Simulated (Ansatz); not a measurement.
Ca:
```
Ca
1.0
   -2.10823     2.10823     2.10823
    2.10823    -2.10823     2.10823
    2.10823     2.10823    -2.10823
Ca
1
Direct
  0.00000   0.00000   0.00000
```

Relaxed with LDA. Special points in fractions of this cell's reciprocal vectors: Γ (0.000, 0.000, 0.000); H (0.500, -0.500, 0.500); N (0.000, 0.000, 0.500); P (0.250, 0.250, 0.250).

Problem. List the band energies nearest the Fermi level at these points for the program Ansatz at the LDA level (PAW).

Solution. In eV from the Fermi level; about four levels below and three above (degenerate sets whole), none deeper than 8.9 eV; points with the same levels are listed once.

```csv
k,below,above
Γ,-4.28,2.33 2.33 2.33
H,-0.13 -0.13,4.42 4.42 4.42
N,-1.02,0.15 1.26 3.45
P,–,0.34 0.34 0.34
```

Space group Im-3m (bcc (W type)). This is a known high-temperature phase of the composition, computed here at zero pressure and temperature. Symmetry was held in the LDA relaxation; whether a distortion lowers the energy is not shown. The volume moved by -17 % from the start of the relaxation. The volume fell by over 15 % from the filed cell, which may lack light atoms or belong to other conditions.

Potentials: the earlier of the program's two PAW sets.
